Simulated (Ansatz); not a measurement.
A crystal relaxed with r2SCAN in the PAW code Ansatz has space group P-4m2 (No. 115) and a = 3.888 Å, c = 5.484 Å.

```json
{"atom": "Xx", "site": "2g", "x": "0.5000", "y": "0.0000", "z": "0.7549"}
{"atom": "Xx", "site": "1b", "x": "0.5000", "y": "0.5000", "z": "0.0000"}
{"atom": "Ge", "site": "1d", "x": "0.0000", "y": "0.0000", "z": "0.5000"}
```

With r2SCAN the valence top lies at Γ and the conduction bottom at M, 0.57 eV higher; the smallest vertical gap, at Γ, is 0.84 eV. HSE06 gives an indirect gap of 0.95 eV, from Γ to M; the least direct gap is 1.22 eV at Γ. PBE gives an indirect gap of 0.38 eV, from Γ to M; the least direct gap is 0.63 eV at Γ. Meshes: r2SCAN 6×6×6, HSE06 4×4×4, PBE 6×6×6.

Task: Which element is Xx?
A. Si
B. Sn
C. Pb
D. C

Result: A. Xx is Si: Si3Ge, ordered on the diamond lattice (P-4m2) with 4 atoms a cell. Around Si lie 2 Si at 2.36 Å and 2 Ge at 2.39 Å; around Si lie 4 Si at 2.36 Å; around Ge lie 4 Si at 2.39 Å.

The cell comes from a prototype generator: it can be a known phase or a hypothetical one. Spin polarisation is off.

The runs are scalar-relativistic, without spin-orbit coupling.

The meshes of the hybrids are coarse, so their gaps aren't converged to the digits shown.
